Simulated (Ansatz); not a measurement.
NaCl:
```cif
data_ClNa
_chemical_formula_sum 'Na1 Cl1'
_space_group_name_H-M_alt 'Pm-3m'
_space_group_IT_number 221
_space_group_name_Hall '-P 4 2 3'
_cell_length_a 3.44695
_cell_length_b 3.44695
_cell_length_c 3.44695
_cell_angle_alpha 90.000
_cell_angle_beta 90.000
_cell_angle_gamma 90.000
loop_
_atom_site_label
_atom_site_type_symbol
_atom_site_symmetry_multiplicity
_atom_site_Wyckoff_symbol
_atom_site_fract_x
_atom_site_fract_y
_atom_site_fract_z
_atom_site_occupancy
Na1 Na 1 a 0.00000 0.00000 0.00000 1
Cl1 Cl 1 b 0.50000 0.50000 0.50000 1
```

Relaxed with PBEsol. Independent-particle spectrum: no excitons, no local fields, no scissors shift; 0.1 eV broadening; ε₁ of the summed bands alone.

Task: Tabulate the dielectric function from plane-wave PAW PBEsol (Ansatz code).

Result: 

| E (eV) | ε₁ xx | ε₂ xx |
|---|---|---|
| 0.0 | 3.05 | 0.00 |
| 0.4 | 3.05 | 0.00 |
| 0.8 | 3.06 | 0.00 |
| 1.2 | 3.09 | 0.00 |
| 1.6 | 3.12 | 0.00 |
| 2.0 | 3.16 | 0.00 |
| 2.4 | 3.22 | 0.00 |
| 2.8 | 3.30 | 0.00 |
| 3.2 | 3.39 | 0.00 |
| 3.6 | 3.52 | 0.00 |
| 4.0 | 3.71 | 0.00 |
| 4.4 | 4.04 | 0.00 |
| 4.8 | 4.37 | 0.50 |
| 5.2 | 4.38 | 0.81 |
| 5.6 | 4.41 | 1.07 |
| 6.0 | 4.45 | 1.32 |
| 6.4 | 4.52 | 1.59 |
| 6.8 | 4.63 | 1.96 |
| 7.2 | 4.17 | 2.40 |
| 7.6 | 4.41 | 1.68 |
| 8.0 | 6.64 | 2.84 |
| 8.4 | 6.77 | 7.08 |
| 8.8 | 2.21 | 5.50 |
| 9.2 | 2.32 | 6.16 |
| 9.6 | -0.28 | 6.57 |
| 10.0 | -0.59 | 4.51 |
| 10.4 | -0.99 | 3.98 |
| 10.8 | -1.34 | 2.45 |
| 11.2 | -0.15 | 1.86 |
| 11.6 | 0.35 | 2.34 |
| 12.0 | -0.28 | 2.46 |

Task: From ε at 5.1 eV (xx: 4.38 + 0.74i), find n, k, the normal reflectivity and the absorption coefficient.

Result: n = 2.10, k = 0.176, R = 13 %, α = 2kE/ħc = 91000 cm⁻¹.

With all bands, ε∞ without local fields is 3.10. DFPT, with local fields, gives 2.79.

This is a known high-pressure phase of the composition, computed here at zero pressure and temperature. The PBEsol relaxation kept the symmetry of its start. At this level the phase is dynamically unstable (imaginary phonons).

Potentials: the later of the program's two PAW sets.
